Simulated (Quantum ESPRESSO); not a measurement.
In3Zn2Zr2Mo, finding a planted mistake in a log

Simulated, not a measurement. The program is pw.x of Quantum ESPRESSO 7.5 (plane-wave density functional theory). The cell is made up: eight metal atoms on a hexagonal close-packed lattice, with elements, volume, strain and displacements drawn at random and not relaxed, so it may be unstable or far from any real phase. PseudoDojo standard norm-conserving files set the functional (PBE unless stated); there is no spin polarisation or spin-orbit coupling, the Fermi-Dirac width of 0.25 eV means electrons at about 2900 K, and the masses in the input are unused placeholders. A spin test at this wide smearing found no moment, but such smearing suppresses magnetism that the real alloy may have.

Intended input:

```
&control calculation='scf', pseudo_dir='./dojo.nc.sr.pbe.v0_5.standard.upf', outdir='./o', disk_io='minimal', tprnfor=.true., tstress=.true. /
&system ibrav=0, nat=8, ntyp=4, nbnd=71, ecutwfc=84.00895049, nosym=.true., tot_charge=0,
 occupations='smearing', smearing='fd', degauss=0.0183746611
/
&electrons conv_thr=1.470e-08, electron_maxstep=70, mixing_beta=0.5 /
ATOMIC_SPECIES
In 1.0 In.upf
Mo 1.0 Mo.upf
Zn 1.0 Zn.upf
Zr 1.0 Zr.upf
CELL_PARAMETERS angstrom
4.5925 -2.6515 0.0
-3.0617 0.0 -4.9878
3.0617 5.303 0.0
ATOMIC_POSITIONS angstrom
In 0.0508 0.1143 0.01
In 1.3581 2.6993 0.0087
Zn 0.0002 1.7978 -2.5639
Zn 1.5365 4.3776 -2.632
Zr 2.9739 0.1202 0.0441
Zr 4.4814 2.5757 -0.0924
Mo 1.5945 -0.8974 -2.5054
In 3.0093 1.5889 -2.424
K_POINTS automatic
5 5 4 1 1 1
```

The log is shortened where brackets say so; the opening notice, blank lines, dates and the lines on written files are dropped, and the path of the files is cut. It prints rydbergs, bohrs and kilobars, and counts compression as positive stress. Its total energy is the free energy E - TS of the whole cell.

Log of the intended run:

```
     Program PWSCF v.7.5
     Parallel version (MPI & OpenMP), running on       4 processor cores
     Number of MPI processes:                 4
     Threads/MPI process:                     1
     [start-up lines left out]
     bravais-lattice index     =            0
     lattice parameter (alat)  =      10.0212  a.u.
     unit-cell volume          =    1092.9904 (a.u.)^3
     number of atoms/cell      =            8
     number of atomic types    =            4
     number of electrons       =       117.00
     number of Kohn-Sham states=           71
     kinetic-energy cutoff     =      84.0090  Ry
     charge density cutoff     =     336.0358  Ry
     scf convergence threshold =      1.5E-08
     mixing beta               =       0.5000
     number of iterations used =            8  plain     mixing
     Exchange-correlation= PBE
                           (   1   4   3   4   0   0   0)
     [axes and pseudopotential details left out]
   Cartesian axes
     site n.     atom                  positions (alat units)
         1        In     tau(   1) = (   0.0095795   0.0215540   0.0018857  )
         2        In     tau(   2) = (   0.2561017   0.5090165   0.0016406  )
         3        Zn     tau(   3) = (   0.0000377   0.3390175  -0.4834836  )
         4        Zn     tau(   4) = (   0.2897432   0.8254994  -0.4963255  )
         5        Zr     tau(   5) = (   0.5607988   0.0226665   0.0083161  )
         6        Zr     tau(   6) = (   0.8450733   0.4857088  -0.0174242  )
         7        Mo     tau(   7) = (   0.3006805  -0.1692259  -0.4724521  )
         8        In     tau(   8) = (   0.5674743   0.2996245  -0.4571022  )
     number of k points=    50  Fermi-Dirac smearing, width (Ry)=  0.0184
                       cart. coord. in units 2pi/alat
        k(    1) = (   0.1407290   0.0437491  -0.1927036), wk =   0.0400000
        k(    2) = (   0.2489821   0.2312476  -0.2591534), wk =   0.0400000
     [further k points left out]
     Dense  grid:   113729 G-vectors     FFT dimensions: (  60,  72,  72)
     Estimated max dynamical RAM per process >     394.40 MB
     Estimated total dynamical RAM >       1.46 GB
     Initial potential from superposition of free atoms
     starting charge     116.9819, renormalised to     117.0000
     Starting wfcs are   77 randomized atomic wfcs
     total cpu time spent up to now is       13.9 secs
     per-process dynamical memory:   317.2 Mb
     Self-consistent Calculation
     iteration #  1     ecut=    84.01 Ry     beta= 0.50
     Davidson diagonalization with overlap
     ethr =  1.00E-02,  avg # of iterations =  3.5
     total cpu time spent up to now is       41.0 secs
     total energy              =   -1576.76131933 Ry
     estimated scf accuracy    <       2.00379966 Ry
     iteration #  2     ecut=    84.01 Ry     beta= 0.50
     Davidson diagonalization with overlap
     ethr =  1.71E-03,  avg # of iterations =  4.2
     total cpu time spent up to now is       66.1 secs
     total energy              =   -1576.73927024 Ry
     estimated scf accuracy    <      15.42446240 Ry
     [iterations 3 to 11 left out]
     iteration # 12     ecut=    84.01 Ry     beta= 0.50
     Davidson diagonalization with overlap
     ethr =  7.19E-10,  avg # of iterations =  2.9
     total cpu time spent up to now is      273.1 secs
     total energy              =   -1577.89462165 Ry
     estimated scf accuracy    <       0.00000003 Ry
     iteration # 13     ecut=    84.01 Ry     beta= 0.50
     Davidson diagonalization with overlap
     ethr =  2.52E-11,  avg # of iterations =  5.1
     total cpu time spent up to now is      300.3 secs
     End of self-consistent calculation
     [lines on levels left out]
!    total energy              =   -1577.89462166 Ry
     estimated scf accuracy    <          8.3E-09 Ry
     smearing contrib. (-TS)   =      -0.09135657 Ry
     internal energy E=F+TS    =   -1577.80326509 Ry
     The total energy is F=E-TS. E is the sum of the following terms:
     one-electron contribution =    -791.05754500 Ry
     hartree contribution      =     459.47701946 Ry
     xc contribution           =    -270.87718746 Ry
     ewald contribution        =    -975.34555209 Ry
     convergence has been achieved in  13 iterations
     Forces acting on atoms (cartesian axes, Ry/au):
     atom    1 type  1   force =    -0.03139945   -0.03032745   -0.02179813
     atom    2 type  1   force =     0.03269483    0.00885093   -0.00671993
     atom    3 type  3   force =    -0.01169467   -0.01420710    0.00513892
     atom    4 type  3   force =     0.00664488    0.01087697    0.01263084
     atom    5 type  4   force =    -0.01250040   -0.05203767    0.01992586
     atom    6 type  4   force =     0.02734899    0.06380259    0.00679890
     atom    7 type  2   force =    -0.01067728   -0.03119853    0.00731098
     atom    8 type  1   force =    -0.00041690    0.04424028   -0.02328745
     Total force =     0.126598     Total SCF correction =     0.000381
     Computing stress (Cartesian axis) and pressure
          total   stress  (Ry/bohr**3)                   (kbar)     P=       11.59
   0.00012995   0.00005414  -0.00005435           19.12        7.96       -8.00
   0.00005414   0.00009978   0.00002499            7.96       14.68        3.68
  -0.00005435   0.00002499   0.00000667           -8.00        3.68        0.98
     init_run     :      9.67s CPU     10.23s WALL (       1 calls)
     electrons    :    277.65s CPU    286.47s WALL (       1 calls)
     forces       :      2.91s CPU      2.95s WALL (       1 calls)
     stress       :      9.47s CPU      9.47s WALL (       1 calls)
     [timing details left out]
     PWSCF        :   5m 3.37s CPU   5m12.92s WALL
     JOB DONE.
```

A second run was made from an input with one planted mistake. Its log:

```
     Program PWSCF v.7.5
     Parallel version (MPI & OpenMP), running on       4 processor cores
     Number of MPI processes:                 4
     Threads/MPI process:                     1
     [start-up lines left out]
     bravais-lattice index     =            0
     lattice parameter (alat)  =       9.9520  a.u.
     unit-cell volume          =    1070.5230 (a.u.)^3
     number of atoms/cell      =            8
     number of atomic types    =            4
     number of electrons       =       117.00
     number of Kohn-Sham states=           71
     kinetic-energy cutoff     =      84.0090  Ry
     charge density cutoff     =     336.0358  Ry
     scf convergence threshold =      1.5E-08
     mixing beta               =       0.5000
     number of iterations used =            8  plain     mixing
     Exchange-correlation= PBE
                           (   1   4   3   4   0   0   0)
     [axes and pseudopotential details left out]
   Cartesian axes
     site n.     atom                  positions (alat units)
         1        In     tau(   1) = (   0.0095702   0.0215519   0.0018799  )
         2        In     tau(   2) = (   0.2560968   0.5090225   0.0016330  )
         3        Zn     tau(   3) = (   0.0000380   0.3390192  -0.4834831  )
         4        Zn     tau(   4) = (   0.2897442   0.8255024  -0.4963192  )
         5        Zr     tau(   5) = (   0.5608039   0.0226722   0.0083169  )
         6        Zr     tau(   6) = (   0.8450795   0.4857047  -0.0174314  )
         7        Mo     tau(   7) = (   0.3006816  -0.1692248  -0.4724508  )
         8        In     tau(   8) = (   0.5674688   0.2996182  -0.4571081  )
     number of k points=    50  Fermi-Dirac smearing, width (Ry)=  0.0184
                       cart. coord. in units 2pi/alat
        k(    1) = (   0.1407286   0.0437484  -0.1927033), wk =   0.0400000
        k(    2) = (   0.2489814   0.2312463  -0.2591533), wk =   0.0400000
     [further k points left out]
     Dense  grid:   111283 G-vectors     FFT dimensions: (  60,  72,  72)
     Estimated max dynamical RAM per process >     386.82 MB
     Estimated total dynamical RAM >       1.43 GB
     Initial potential from superposition of free atoms
     starting charge     116.9819, renormalised to     117.0000
     Starting wfcs are   77 randomized atomic wfcs
     total cpu time spent up to now is       11.0 secs
     per-process dynamical memory:   311.4 Mb
     Self-consistent Calculation
     iteration #  1     ecut=    84.01 Ry     beta= 0.50
     Davidson diagonalization with overlap
     ethr =  1.00E-02,  avg # of iterations =  3.6
     total cpu time spent up to now is       36.7 secs
     total energy              =   -1576.75932290 Ry
     estimated scf accuracy    <       2.01343656 Ry
     iteration #  2     ecut=    84.01 Ry     beta= 0.50
     Davidson diagonalization with overlap
     ethr =  1.72E-03,  avg # of iterations =  4.2
     total cpu time spent up to now is       63.6 secs
     total energy              =   -1576.73168655 Ry
     estimated scf accuracy    <      14.99008966 Ry
     [iterations 3 to 11 left out]
     iteration # 12     ecut=    84.01 Ry     beta= 0.50
     Davidson diagonalization with overlap
     ethr =  5.85E-10,  avg # of iterations =  2.6
     total cpu time spent up to now is      304.6 secs
     total energy              =   -1577.89131830 Ry
     estimated scf accuracy    <       0.00000003 Ry
     iteration # 13     ecut=    84.01 Ry     beta= 0.50
     Davidson diagonalization with overlap
     ethr =  2.15E-11,  avg # of iterations =  5.1
     total cpu time spent up to now is      337.8 secs
     End of self-consistent calculation
     [lines on levels left out]
!    total energy              =   -1577.89131830 Ry
     estimated scf accuracy    <          7.4E-09 Ry
     smearing contrib. (-TS)   =      -0.08922636 Ry
     internal energy E=F+TS    =   -1577.80209195 Ry
     The total energy is F=E-TS. E is the sum of the following terms:
     one-electron contribution =    -780.36915061 Ry
     hartree contribution      =     455.67089331 Ry
     xc contribution           =    -270.98189329 Ry
     ewald contribution        =    -982.12194136 Ry
     convergence has been achieved in  13 iterations
     Forces acting on atoms (cartesian axes, Ry/au):
     atom    1 type  1   force =    -0.03413232   -0.03252069   -0.02332570
     atom    2 type  1   force =     0.03539997    0.00966828   -0.00842726
     atom    3 type  3   force =    -0.01179901   -0.01441379    0.00660985
     atom    4 type  3   force =     0.00687388    0.01065381    0.01434106
     atom    5 type  4   force =    -0.01282845   -0.05483124    0.02175975
     atom    6 type  4   force =     0.02878247    0.06723471    0.00800829
     atom    7 type  2   force =    -0.01214836   -0.03385881    0.00735338
     atom    8 type  1   force =    -0.00014818    0.04806773   -0.02631936
     Total force =     0.135463     Total SCF correction =     0.000353
     Computing stress (Cartesian axis) and pressure
          total   stress  (Ry/bohr**3)                   (kbar)     P=       31.83
   0.00026854   0.00005607  -0.00005599           39.50        8.25       -8.24
   0.00005607   0.00023703   0.00002583            8.25       34.87        3.80
  -0.00005599   0.00002583   0.00014346           -8.24        3.80       21.10
     init_run     :      9.27s CPU      9.76s WALL (       1 calls)
     electrons    :    317.17s CPU    326.79s WALL (       1 calls)
     forces       :      3.17s CPU      3.24s WALL (       1 calls)
     stress       :     10.53s CPU     10.53s WALL (       1 calls)
     [timing details left out]
     PWSCF        :   5m41.39s CPU   5m51.71s WALL
     JOB DONE.
```

Question: the log repeats what the program read. Compare it with the intended run: what was wrong in the second input?

Answer: the cell and the positions are scaled by a wrong factor. The input lines that differ:

```
- 4.5925 -2.6515 0.0
- -3.0617 0.0 -4.9878
- 3.0617 5.303 0.0
+ 4.5608 -2.6332 0.0
+ -3.0406 0.0 -4.9534
+ 3.0406 5.2664 0.0
- In 0.0508 0.1143 0.01
- In 1.3581 2.6993 0.0087
- Zn 0.0002 1.7978 -2.5639
- Zn 1.5365 4.3776 -2.632
- Zr 2.9739 0.1202 0.0441
- Zr 4.4814 2.5757 -0.0924
- Mo 1.5945 -0.8974 -2.5054
- In 3.0093 1.5889 -2.424
+ In 0.0504 0.1135 0.0099
+ In 1.3487 2.6807 0.0086
+ Zn 0.0002 1.7854 -2.5462
+ Zn 1.5259 4.3474 -2.6138
+ Zr 2.9534 0.1194 0.0438
+ Zr 4.4505 2.5579 -0.0918
+ Mo 1.5835 -0.8912 -2.4881
+ In 2.9885 1.5779 -2.4073
```

|  | intended run | run with the mistake |
| --- | --- | --- |
| free energy (eV) | -21468.350 | -21468.305 |
| entropy term -TS, part of it (eV) | -1.243 | -1.214 |
| pressure (GPa) | 1.16 | 3.18 |
| size of the largest force component (eV/Å) | 1.640 | 1.729 |
| largest change of a force component (eV/Å) |  | 0.098 |
| iterations | 13 | 13 |

For scale, a rerun of the intended cell at a higher cutoff and on a denser mesh moved values by no more than 0.005 eV in energy, 0.04 GPa in stress and 0.008 eV/Å in force, and a second program with other atomic files agreed on that cell to 2 % rms in force and 0.5 GPa in pressure.